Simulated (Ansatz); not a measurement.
Consider the following.

AgBr:
```
CELL_PARAMETERS angstrom
      0.00000     2.79192     2.79192
      2.79192     0.00000     2.79192
      2.79192     2.79192     0.00000
ATOMIC_POSITIONS crystal
  Ag 0.50000 0.50000 0.50000
  Br 0.00000 0.00000 0.00000
```

This is the LDA-relaxed structure.

Problem. All from plane-wave PAW LDA (Ansatz code), unless another level is named. Estimate the electron effective mass.

Solution. 0.17 mₑ (isotropic).

Problem. Predict the formation energy from the elements (no fitted shifts).

Solution. -23 kJ/mol of atoms.

Problem. What about the weight of the conduction-edge state by species (Voronoi cells)?

Solution. Ag 63 %, Br 37 %.

Problem. Predict the conduction-band minimum.

Solution. at Γ.

Problem. Next, the valence-band maximum?

Solution. at L.

Space group Fm-3m (rock salt). The LDA relaxation kept the symmetry of its start; phonons on a q-mesh show no instability. The run is not spin-polarised. The references are the lowest solids computed at this level, not always the standard phases. Scalar-relativistic: spin–orbit coupling is off unless named, which matters more the heavier the elements.

Potentials: the later of the program's two PAW sets.

Edges and masses are those of Kohn–Sham bands, whose gap is no quasiparticle gap.
